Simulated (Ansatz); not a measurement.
Band structure of BAs

```yaml
crystal:
  lattice:
    - [0.00000, 2.40466, 2.40466]
    - [2.40466, 0.00000, 2.40466]
    - [2.40466, 2.40466, 0.00000]
  atoms:
    - { symbol: B, position: [0.00000, 0.00000, 0.00000] }
    - { symbol: As, position: [0.25000, 0.25000, 0.25000] }
```

Atoms are numbered in the order listed.

The cell was built from the zincblende type and relaxed in the same program, and has space group F-43m; it needn't be a known or the stable phase.

All numbers below come from DFT, PBE, all-electron LAPW, scalar-relativistic (Ansatz 0.2.0).

Settings: a Γ-centred 15×15×15 k mesh, Fermi–Dirac smearing of 0.08 eV, basis error target 0.25 meV/atom, no spin polarisation.

Points in fractions of the reciprocal vectors of this cell: Γ (0, 0, 0), X (-0.5, -0.5, 0), U (-0.375, -0.375, 0.25), K (-0.375, 0, 0.375), L (0, 0, 0.5), W (-0.5, -0.25, 0.25). The path joins them by straight lines in the order Γ–X–U–K–Γ–L–W–X; legs that retrace an earlier one aren't tabulated. Energies are in eV from the top of the valence band.

Question: Is there a gap?

Answer: 1.21 eV.

Question: List the levels between -20 and 3 eV at the symmetry points.

Answer: 
Γ: -15.22, 0.00 (×3)
X: -11.14, -8.40, -3.99 (×2), 1.47 (×2)
U: -11.19, -8.04, -5.81, -3.41, 2.06
K: -11.19, -8.04, -5.81, -3.41, 2.06
L: -12.42, -8.63, -1.78 (×2), 2.58
W: -10.99, -7.96, -5.36, -5.07

Kohn–Sham gaps of semilocal functionals usually fall short of measured ones.
